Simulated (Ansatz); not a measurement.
NbPS in space group Immm (No. 71; Nb on 4j, P on 4h, S on 4i), PBEsol in the plane-wave PAW code Ansatz, all energies at zero smearing, with the estimated change up to a 700 eV cutoff added, with one set of potentials and settings (totals compare only within such a set). Cell of 6 atoms (2 Nb, 2 P, 2 S): -12246.464 eV.

```json
[
 {"element": "Nb", "reference phase": "Im-3m, 1 atoms in the cell", "E (eV/atom)": "-4495.4542"},
 {"element": "P", "reference phase": "Cmce, 4 atoms in the cell", "E (eV/atom)": "-740.0371"},
 {"element": "S", "reference phase": "Fddd, 32 atoms in the cell", "E (eV/atom)": "-884.8920"}
]
```

Formation energy per atom, worked out: (-12246.464 − 2×(-4495.4542) − 2×(-740.0371) − 2×(-884.8920))/6 = -0.950 eV/atom (-92 kJ per mol of atoms), at 0 K, without zero-point energy or fitted corrections.

The workflow started from an entry of the Crystallography Open Database (COD). Its standing as an ambient phase is unchecked. Symmetry was held in the PBEsol relaxation; its stability against distortions is not shown here. The run is not spin-polarised. The references are the lowest solids computed at this level, not always the standard phases.

Potentials: the later of the program's two PAW sets.
